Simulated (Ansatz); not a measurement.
**ReSb in the zincblende structure**

The computed numbers are results of PBEsol, scalar-relativistic (no spin polarisation) in the plane-wave PAW code Ansatz at 420 eV, 10×10×10 k-mesh, Gaussian smearing of 0.05 eV; PAW files: Ansatz's generated set soft_2.

Space group F-43m (No. 216). a = 5.951 Å, b = 5.951 Å, c = 5.951 Å, α = 90.00°, β = 90.00°, γ = 90.00°
```
atom  site  symmetry       x       y       z
  Re    4a      -43m  0.0000  0.0000  0.0000
  Sb    4d      -43m  0.2500  0.2500  0.7500
```

The start was a prototype's sites filled with these elements, not a measured cell.

The cell above was scaled in volume, its shape and atoms being fixed by the lattice's symmetry. Energies are counted from the cell above.

Cell and atoms are those of this level's equilibrium.

```
V (Å³/atom)  ΔE (meV/atom)  P from the stress (GPa)
     25.285          15.44                     4.89
     25.812           3.70                     2.32
     26.339           0.00                     0.00
     26.866           3.50                    -2.07
     27.392          13.47                    -3.93
```

**Question.** Do the energies and the pressures agree? Compare −ΔE/ΔV between neighbouring points (1 meV/Å³ = 0.1602 GPa) with the mean of their pressures.

**Answer.** 
```json
{"interval (Å³/atom)": "25.29 to 25.81", "−ΔE/ΔV (GPa)": "3.6", "mean P (GPa)": "3.6"}
{"interval (Å³/atom)": "25.81 to 26.34", "−ΔE/ΔV (GPa)": "1.1", "mean P (GPa)": "1.2"}
{"interval (Å³/atom)": "26.34 to 26.87", "−ΔE/ΔV (GPa)": "-1.1", "mean P (GPa)": "-1.0"}
{"interval (Å³/atom)": "26.87 to 27.39", "−ΔE/ΔV (GPa)": "-3.0", "mean P (GPa)": "-3.0"}
```
They differ by 0.03 GPa at most.

**Question.** What do the two routes give for V0, B0 and B0′?

**Answer.** A third-order Birch–Murnaghan fit of the energies: V0 = 26.34 Å³/atom, B0 = 110 GPa, B0′ = 4.5. A polynomial of P in ln V, with B = −dP/d ln V at P = 0: V0 = 26.34 Å³/atom, B0 = 110 GPa, B0′ = 4.5.

B0·V0 = 109.5 GPa × 26.34 Å³ = 18.00 eV/atom sets the scale: near the minimum ΔE ≈ ½ B0 V0 x², with x = V/V0 − 1, and a pressure of 1.1 GPa squeezes the volume by about 1 %. At the ends of the curve: x = −4.0 % predicts 14.3 meV/atom and the run gives 15.4; x = +4.0 % predicts 14.5 meV/atom and the run gives 13.5. The lopsidedness is anharmonic: atoms resist being pushed together more than being pulled apart.

Scalar-relativistic only: spin–orbit splittings of the heavy atoms' levels are missing. The run is a metal.
